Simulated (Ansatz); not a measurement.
YZn₅ in space group P6/mmm (No. 191; Zn on 3g, Zn on 2c, Y on 1a) at seven volumes, r²SCAN (plane waves, PAW; program Ansatz), shape and atoms relaxed at each. One row is withheld.

```
V (Å³/atom)  P (GPa)
-----------  -------
15.058         10.66
15.554          6.50
16.051          2.97
16.547         -0.01
17.044         -2.52
17.540         -4.65
18.036             ?
```

**Question.** Fit the shown pressures and predict the withheld one.

**Answer.** Third-order Birch–Murnaghan: P = (3/2)B₀(x^(7/2) − x^(5/2))[1 + (3/4)(B′ − 4)(x − 1)] with x = (V₀/V)^(2/3). Least squares on the six rows gives V₀ = 16.546 Å³/atom, B₀ = 91.11 GPa, B′ = 4.58. At V = 18.036, x = 0.9441 and P = -6.45 GPa. The run itself gave -6.44 GPa.

The workflow started from an entry of the Crystallography Open Database (COD). Its standing as an ambient phase is unchecked. The cell was relaxed with r²SCAN under the symmetry of its start; its stability against distortions is not shown here. No spin polarisation was allowed.

Potentials: the later of the program's two PAW sets.
